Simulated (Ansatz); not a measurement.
ZrC (rock salt)

```
ZrC
1.0
    0.00000     2.35572     2.35572
    2.35572     0.00000     2.35572
    2.35572     2.35572     0.00000
C Zr
1 1
Direct
  0.00000   0.00000   0.00000
  0.50000   0.50000   0.50000
```

The slice is a {110} plane (indices of the conventional cell) through the point (0.000, 0.000, 0.000) (fractional), spanned by u = [100] and v = [1 -1 -1] in vectors of this cell: u (3.33 Å) and v (4.71 Å, at 90° to u). It covers one period; positions are fractions (u, v).

All values below come from r2SCAN (plane waves to 500 eV, PAW, scalar-relativistic; Ansatz, a quantum-chemistry and plane-wave program). k mesh 17×17×17. Near the nuclei the fields are pseudised (PAW); where an atom keeps semicore shells as valence, they peak there. ZrC is run without spin polarisation. ZrC was relaxed with its symmetry unable to fall.

Task: What is the ELF at the density minimum of the shortest C–Zr line in this plane (2.36 Å)?

Result: 0.3.

Task: What is the valence density on the shortest C–Zr line in this plane (2.36 Å), at its minimum between the atoms?

Result: 0.44 e/Å³.

Task: Predict the map of the electrostatic potential energy of an electron, from the cell's mean on the slice.

Result: 
```
|xxxxxxxxxxxxxx88888888777788888877xxxxxxxxxxxx|
|xxxxxxxxxxxxxx88888888888888888888xxxxxxxxxxxx|
|xxxxxxxxxxxxxx99999988888888999999xxxxxxxxxxxx|
|xxxxxxxxxxxx889999999988889999999988xxxxxxxxxx|
|xxxxxxxxxx8899999999999999999999999988xxxxxxxx|
|xxxxxxxx77889999999999999999999999998877xxxxxx|
|3344445566778899999999999999999999887766554444|
|0000113344557788889999999999998888775544331100|
|0000000000225566888899999999888866552200000000|
|xxxxxxxx00002244668899999999886644220000xxxxxx|
|xxxxxxxxxx0000225577889999887755220000xxxxxxxx|
|xxxxxxxxxxxx000033668888888866330000xxxxxxxxxx|
|xxxxxxxxxxxxxx00225577888877552200xxxxxxxxxxxx|
|xxxxxxxxxxxxxx00004466888866440000xxxxxxxxxxxx|
|xxxxxxxxxxxxxx00004466777766440000xxxxxxxxxxxx|
|xxxxxxxxxxxxxx00003366777766330000xxxxxxxxxxxx|
|xxxxxxxxxxxxxx00004466777766440000xxxxxxxxxxxx|
|xxxxxxxxxxxxxx00004466888866440000xxxxxxxxxxxx|
|xxxxxxxxxxxxxx00225577888877552200xxxxxxxxxxxx|
|xxxxxxxxxxxx000033668888888866330000xxxxxxxxxx|
|xxxxxxxxxx0000225577889999887755220000xxxxxxxx|
|xxxxxxxx00002244668899999999886644220000xxxxxx|
|0000000000225566888899999999888866552200000000|
|0000113344557788889999999999998888775544331100|
|3344445566778899999999999999999999887766554444|
|xxxxxxxx77889999999999999999999999998877xxxxxx|
|xxxxxxxxxx8899999999999999999999999988xxxxxxxx|
|xxxxxxxxxxxx889999999988889999999988xxxxxxxxxx|
|xxxxxxxxxxxxxx99999988888888999999xxxxxxxxxxxx|
|xxxxxxxxxxxxxx88888888888888888888xxxxxxxxxxxx|
|xxxxxxxxxxxxxx77888888777788888888xxxxxxxxxxxx|
|xxxxxxxxxxxxxx77888888777788888877xxxxxxxxxxxx|
```
Scale: ten equal steps from 3.00 (start of '0') to 11.55 (end of '9'), in the order '0123456789'. Values: electrostatic potential energy of an electron, from the cell's mean, in eV. The map has 23 points along u (two characters each, u = 0 at the left) and 32 along v (v = 0 in the bottom row). Points within 1 Å of a nucleus are blanked (x), as the pseudised field means little there. Values under 3 eV are set to 3. The zero, the cell's mean, hangs on the PAW cores.
